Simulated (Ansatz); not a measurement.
## Convergence test, Sc

Method: DFT PBEsol, scalar-relativistic, plane waves, PAW (Ansatz).

```
CELL_PARAMETERS angstrom
-1.91721 1.91721 1.71760
1.91721 -1.91721 1.71760
1.91721 1.91721 -1.71760
ATOMIC_POSITIONS crystal
Sc 0.00000 0.00000 0.00000
```

The Γ-centred k-mesh is 16×16×16. The occupation rule is Gaussian smearing, 0.1 eV, the spin treatment is unpolarised and the valence charge of the PAW sets is Sc 11.

The atoms stay fixed while the plane-wave cutoff is varied. ΔE is the energy extrapolated to zero smearing, less that of the reference run (500 eV). The cell isn't necessarily relaxed at this level. Pressure is positive in compression and holds a correction for the finite cutoff (Pulay stress).

(1) Tried: 250, 300, 350, 420, 500 eV. From which plane-wave cutoff on does the energy per atom stay within 100, 10 and 1 meV of the reference?

Results:

(1) 300 for 100 meV, 350 for 10 meV, 420 for 1 meV. The reference itself isn't shown to be converged.

```csv
cutoff (eV),ΔE (meV/atom),P (GPa),plane waves at Γ
250,319,-3.04,225
300,27.3,-2.87,297
350,1.19,-2.89,365
420,0.31,-2.89,521
500,0.00,-2.89,651
```

This form isn't the element's structure at ambient conditions.